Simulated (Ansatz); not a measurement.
MgO:
```cif
data_Mg2O2
_chemical_formula_sum 'Mg2 O2'
_space_group_name_H-M_alt 'P 1'
_space_group_IT_number 1
_cell_length_a 3.27495
_cell_length_b 3.27495
_cell_length_c 4.90389
_cell_angle_alpha 90.000
_cell_angle_beta 90.000
_cell_angle_gamma 120.000
loop_
_space_group_symop_operation_xyz
  'x, y, z'
loop_
_atom_site_label
_atom_site_type_symbol
_atom_site_fract_x
_atom_site_fract_y
_atom_site_fract_z
_atom_site_occupancy
Mg1 Mg 0.33333 0.66667 0.00127 1
Mg2 Mg 0.66667 0.33333 0.50127 1
O1 O 0.33333 0.66667 0.40333 1
O2 O 0.66667 0.33333 0.90333 1
```

Relaxed with LDA.

Problem. Give the optical modes at the zone centre with their infrared and Raman activity from DFPT, the program Ansatz at the LDA level (PAW).

Solution. Transverse frequencies, without the LO–TO term; a row sums one degenerate level.

| ω (cm⁻¹) | degeneracy | IR ((D/Å)²/amu) | Raman (Å⁴/amu) | activity | symmetry |
|---|---|---|---|---|---|
| 201 | 2 | 0.00 | 0.061 | Raman | E2 |
| 438 | 1 | 17.42 | 6.8 | IR+Raman | A1 |
| 439 | 1 | 0.00 | 0 | silent | B1 |
| 529 | 1 | 0.00 | 0 | silent | B1 |
| 544 | 2 | 0.00 | 7.0 | Raman | E2 |
| 546 | 2 | 30.45 | 2.8 | IR+Raman | E1 |

Problem. How high does the top mode go among those that the LO–TO term moves?

Solution. 733 cm⁻¹ for q along x, 733 cm⁻¹ for q along y, 675 cm⁻¹ for q along z.

Space group P6_3mc (wurtzite). The first step of the workflow began from a Materials Project structure, measured or hypothetical; the Crystallography Open Database copy checked does not list it. It is not the phase usual at ambient conditions (space group No. 225). The cell was relaxed with LDA under the symmetry of its start; phonons on a q-mesh show no instability.

Potentials: the later of the program's two PAW sets.
